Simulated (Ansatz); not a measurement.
CdSiN₂:
```xyz
4
Lattice="1.4470 0.8354 5.4655 -1.4470 0.8354 5.4655 0.0000 -1.6708 5.4655" Properties=species:S:1:pos:R:3 pbc="T T T"
Cd     0.0000     0.0000     0.0000
Si     0.0000     0.0000     8.1983
N      0.0000     0.0000    12.6866
N      0.0000     0.0000     3.7099
```

Relaxed with PBEsol.

Problem. Decompose the optical modes at the zone centre into irreducible representations, and say which are infrared and Raman allowed.

Solution. Point group -3m: Γ_opt = A1g + 2A2u + Eg + 2Eu. Infrared: A2u, Eu. Raman: A1g, Eg.

Problem. Assign frequencies (DFPT, PBEsol in the plane-wave PAW code Ansatz; without the LO–TO term).

Solution. Eu 69, A2u 268, Eg 407, Eu 453, A2u 657, A1g 673 cm⁻¹.

Space group R-3m. The start of the workflow was typed in or built on a structure type; neither database checked (COD, Materials Project) lists it. Whether it is the stable phase at ambient conditions was not checked. The PBEsol relaxation kept the symmetry of its start; its stability against distortions is not shown here.

Potentials: the earlier of the program's two PAW sets. The files were generated under PBE; for other functionals the program regenerates the frozen cores, and for LDA and PBEsol the local potential too.
